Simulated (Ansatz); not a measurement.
**Computed properties of TePb**

TePb:
```xyz
2
Lattice="0.0000 3.6449 3.6449 3.6449 0.0000 3.6449 3.6449 3.6449 0.0000" Properties=species:S:1:pos:R:3 pbc="T T T"
Te     5.4673     5.4673     5.4673
Pb     0.0000     0.0000     0.0000
```

Space group F-43m (No. 216), zinc blende; conventional cell a = 7.290 Å, b = 7.290 Å, c = 7.290 Å, α = 90.00°, β = 90.00°, γ = 90.00°.

Method: DFT-HSE06 in the program Ansatz with PAW potentials. The cell and atoms are relaxed at this level. Other levels are named where they apply.

**Cell and energy**

| Item | Result |
|---|---|
| Volume per atom | 48.42 Å³ |
| Density | 5.74 g/cm³ |

**Electronic structure**

| Item | Value |
|---|---|
| Band gap | 0.98 eV (indirect) |
| Valence-band maximum | at W |
| Conduction-band minimum | at X (3 equivalent valleys) |
| Smallest direct gap on the standard path | 1.63 eV |

**Mechanics**

| Item | Result |
|---|---|
| Bulk modulus (Birch–Murnaghan fit) | 26.5 GPa |
| Pressure derivative B′ | 4.2 |

**Charges**

| Quantity | Result |
|---|---|
| Bader charges | Te -0.78, Pb +0.78 e |

The cell is a constructed one: a structure type filled with these elements; neither database checked (COD, Materials Project) lists it. It is not the phase usual at ambient conditions (space group No. 225). The cell was relaxed with HSE06 under the symmetry of its start; whether a distortion lowers the energy is not shown. The hybrid was solved on a coarse mesh, the path and, where they were found, the r²SCAN edge points; its band edges are the extreme levels among these. Spin–orbit coupling is left out wherever it is not named.

Potentials: the later of the program's two PAW sets.
